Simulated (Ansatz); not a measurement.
Computed with DFT r2SCAN, scalar-relativistic, plane waves, PAW in Ansatz 0.2.0.

Structure of Cs:

```xyz
4
Lattice="11.6587 0.0000 0.0000 0.0000 7.2604 0.0000 0.0000 0.0000 5.8447" Properties=species:S:1:pos:R:3 pbc="T T T"
Cs    1.4573    5.4453    4.3813
Cs    7.2866    5.4453    4.3858
Cs   10.2014    1.8151    1.4634
Cs    4.3721    1.8151    1.4590
```

Plane waves to 500 eV, a k mesh through Γ of 4×6×8 on the computed 4-atom cell and Gaussian smearing (0.10 eV); no spin polarisation.

Levels along Γ–X–S–Y–Γ–Z–U–R–T–Z | X–U | Y–T | S–R, in eV from the Fermi level, sorted by energy at each point. Points in fractions of the primitive reciprocal vectors: Γ (0.000 0.000 0.000), X (0.500 0.000 0.000), S (0.500 0.500 0.000), Y (0.000 0.500 0.000), Z (0.000 0.000 0.500), U (0.500 0.000 0.500), R (0.500 0.500 0.500), T (0.000 0.500 0.500).
```
point k (1/Å, with 2π) band 17  band 18  band 19  band 20  band 21
    Γ             0.000    -1.71    -0.32    -0.32     0.47     0.99
    -             0.038    -1.70    -0.48    -0.15     0.48     0.99
    -             0.077    -1.67    -0.65     0.02     0.50     0.99
    -             0.116    -1.63    -0.80     0.19     0.53     0.98
    -             0.154    -1.58    -0.95     0.35     0.57     0.97
    -             0.193    -1.50    -1.08     0.49     0.62     0.95
    -             0.231    -1.42    -1.21     0.60     0.66     0.92
    X             0.270    -1.32    -1.32     0.66     0.66     0.91
    -             0.331    -1.30    -1.30     0.67     0.67     0.88
    -             0.393    -1.24    -1.24     0.63     0.63     0.83
    -             0.455    -1.15    -1.15     0.47     0.47     0.85
    -             0.517    -1.02    -1.02     0.25     0.25     0.93
    -             0.579    -0.86    -0.86     0.01     0.01     1.02
    -             0.640    -0.67    -0.67    -0.23    -0.23     1.14
    S             0.702    -0.46    -0.46    -0.46    -0.46     1.27
    -             0.741    -0.54    -0.54    -0.37    -0.37     1.16
    -             0.779    -0.61    -0.61    -0.28    -0.28     1.05
    -             0.818    -0.66    -0.66    -0.18    -0.18     0.94
    -             0.856    -0.71    -0.71    -0.09    -0.09     0.83
    -             0.895    -0.74    -0.74     0.00     0.00     0.73
    -             0.933    -0.76    -0.76     0.06     0.06     0.66
    Y             0.972    -0.77    -0.77     0.09     0.09     0.63
    -             1.033    -1.00    -0.52     0.06     0.06     0.68
    -             1.095    -1.21    -0.27    -0.03    -0.03     0.80
    -             1.157    -1.38    -0.12    -0.12    -0.03     0.95
    -             1.219    -1.52    -0.20    -0.20     0.18     1.12
    -             1.281    -1.62    -0.26    -0.26     0.34     1.05
    -             1.343    -1.68    -0.30    -0.30     0.44     1.01
    Γ             1.404    -1.71    -0.32    -0.32     0.47     0.99
    -             1.481    -1.67    -0.29    -0.29     0.50     0.99
    -             1.558    -1.58    -0.23    -0.23     0.57     0.97
    -             1.635    -1.42    -0.12    -0.12     0.65     0.92
    -             1.712    -1.21     0.00     0.00     0.59     0.96
    -             1.788    -0.95     0.13     0.13     0.34     1.14
    -             1.865    -0.65     0.01     0.23     0.23     1.13
    Z             1.942    -0.32    -0.32     0.27     0.27     1.09
    -             1.980    -0.32    -0.32     0.26     0.26     1.10
    -             2.019    -0.30    -0.30     0.23     0.23     1.13
    -             2.057    -0.27    -0.27     0.18     0.18     1.18
    -             2.096    -0.23    -0.23     0.13     0.13     1.23
    -             2.134    -0.18    -0.18     0.06     0.06     1.29
    -             2.173    -0.13    -0.13     0.00     0.00     1.35
    U             2.211    -0.07    -0.07    -0.07    -0.07     1.42
    -             2.273    -0.05    -0.05    -0.05    -0.05     1.37
    -             2.335     0.00     0.00     0.00     0.00     1.27
    -             2.397     0.07     0.07     0.07     0.07     1.15
    -             2.459     0.17     0.17     0.17     0.17     1.02
    -             2.520     0.29     0.29     0.29     0.29     0.89
    -             2.582     0.41     0.41     0.41     0.41     0.76
    R             2.644     0.49     0.49     0.49     0.49     0.68
    -             2.683     0.39     0.39     0.60     0.60     0.66
    -             2.721     0.30     0.30     0.65     0.65     0.72
    -             2.760     0.23     0.23     0.64     0.64     0.75
    -             2.798     0.17     0.17     0.64     0.64     0.78
    -             2.837     0.12     0.12     0.63     0.63     0.81
    -             2.875     0.10     0.10     0.63     0.63     0.83
    T             2.913     0.09     0.09     0.63     0.63     0.84
    -             2.975     0.05     0.05     0.68     0.68     0.80
    -             3.037    -0.03    -0.03     0.69     0.69     0.79
    -             3.099    -0.12    -0.12     0.56     0.56     0.94
    -             3.161    -0.21    -0.21     0.44     0.44     1.09
    -             3.223    -0.27    -0.27     0.35     0.35     1.09
    -             3.284    -0.31    -0.31     0.29     0.29     1.09
    Z             3.346    -0.32    -0.32     0.27     0.27     1.09
    X             3.346    -1.32    -1.32     0.66     0.66     0.91
    -             3.423    -1.29    -1.29     0.68     0.68     0.93
    -             3.500    -1.20    -1.20     0.71     0.71     0.98
    -             3.576    -1.06    -1.06     0.75     0.75     1.01
    -             3.653    -0.86    -0.86     0.70     0.70     1.03
    -             3.730    -0.63    -0.63     0.51     0.51     1.11
    -             3.807    -0.36    -0.36     0.23     0.23     1.25
    U             3.884    -0.07    -0.07    -0.07    -0.07     1.42
    Y             3.884    -0.77    -0.77     0.09     0.09     0.63
    -             3.961    -0.74    -0.74     0.13     0.13     0.64
    -             4.037    -0.66    -0.66     0.23     0.23     0.65
    -             4.114    -0.54    -0.54     0.39     0.39     0.67
    -             4.191    -0.38    -0.38     0.60     0.60     0.70
    -             4.268    -0.19    -0.19     0.75     0.75     0.83
    -             4.344    -0.01    -0.01     0.73     0.73     0.81
    T             4.421     0.09     0.09     0.63     0.63     0.84
    S             4.421    -0.46    -0.46    -0.46    -0.46     1.27
    -             4.498    -0.43    -0.43    -0.43    -0.43     1.27
    -             4.575    -0.35    -0.35    -0.35    -0.35     1.30
    -             4.652    -0.22    -0.22    -0.22    -0.22     1.32
    -             4.728    -0.06    -0.06    -0.06    -0.06     1.26
    -             4.805     0.13     0.13     0.13     0.13     1.06
    -             4.882     0.34     0.34     0.34     0.34     0.84
    R             4.959     0.49     0.49     0.49     0.49     0.68
```

Spin-orbit coupling is left out, which matters for the bands of heavy elements.

This form isn't the element's structure at ambient conditions.

Cost: 1 run of about 5 core-minutes, on Intel Xeon Platinum 8559C (Emerald Rapids) (shared hosts).